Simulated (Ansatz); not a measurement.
A geometry of TiC away from equilibrium: the start of the relaxation of a relaxed TiC cell displaced along its unstable phonon at q = (0, 0, ½) of its primitive reciprocal cell (220i cm⁻¹), largest move 0.15 Å. All values below come from PBE (plane waves to 420 eV, PAW, scalar-relativistic; Ansatz, a program for electronic structure). Γ-centred k-mesh 7×7×6 on the run's cell (coarser than for final values), Fermi–Dirac smearing 0.05 eV.

```xyz
12
Lattice="5.3273 0.0000 0.0000 -2.6637 4.6136 0.0000 0.0000 0.0000 5.9409" Properties=species:S:1:pos:R:3 pbc="T T T"
Ti     0.0000     4.6136    -0.0069
Ti     0.0000     4.6136     2.9774
Ti     1.3318     2.3068    -0.0069
Ti     1.3318     2.3068     2.9774
Ti     3.9955     2.3068    -0.0069
Ti     3.9955     2.3068     2.9774
C      0.0000     0.0000    -0.1500
C      0.0000     0.0000     3.1204
C      0.0000     3.0757     1.4852
C      0.0000     3.0757     4.4557
C      2.6637     1.5379     1.4852
C      2.6637     1.5379     4.4557
```

Q: Give the Cartesian forces on all atoms (eV/Å).

A: 
```json
[
 {"atom": "Ti1", "Fx": "0.00", "Fy": "0.00", "Fz": "-0.04"},
 {"atom": "Ti2", "Fx": "0.00", "Fy": "0.00", "Fz": "0.04"},
 {"atom": "Ti3", "Fx": "0.00", "Fy": "0.00", "Fz": "-0.04"},
 {"atom": "Ti4", "Fx": "0.00", "Fy": "0.00", "Fz": "0.04"},
 {"atom": "Ti5", "Fx": "0.00", "Fy": "0.00", "Fz": "-0.04"},
 {"atom": "Ti6", "Fx": "0.00", "Fy": "0.00", "Fz": "0.04"},
 {"atom": "C7", "Fx": "0.00", "Fy": "0.00", "Fz": "-0.43"},
 {"atom": "C8", "Fx": "0.00", "Fy": "0.00", "Fz": "0.43"},
 {"atom": "C9", "Fx": "0.00", "Fy": "0.00", "Fz": "0.00"},
 {"atom": "C10", "Fx": "0.00", "Fy": "0.00", "Fz": "0.00"},
 {"atom": "C11", "Fx": "0.00", "Fy": "0.00", "Fz": "0.00"},
 {"atom": "C12", "Fx": "0.00", "Fy": "0.00", "Fz": "0.00"}
]
```

Q: What is the pressure?

A: -0.2 GPa, compression positive.

No spin polarisation in the result.

The run could not lose the symmetry of its start, so the end can be a saddle point.

The end of the path is a generated cell of TiC: the first start was made by placing the elements on the sites of a structure type, and the end was not matched to a known phase here, so it may be hypothetical. Known forms of TiC include space group No. 225.
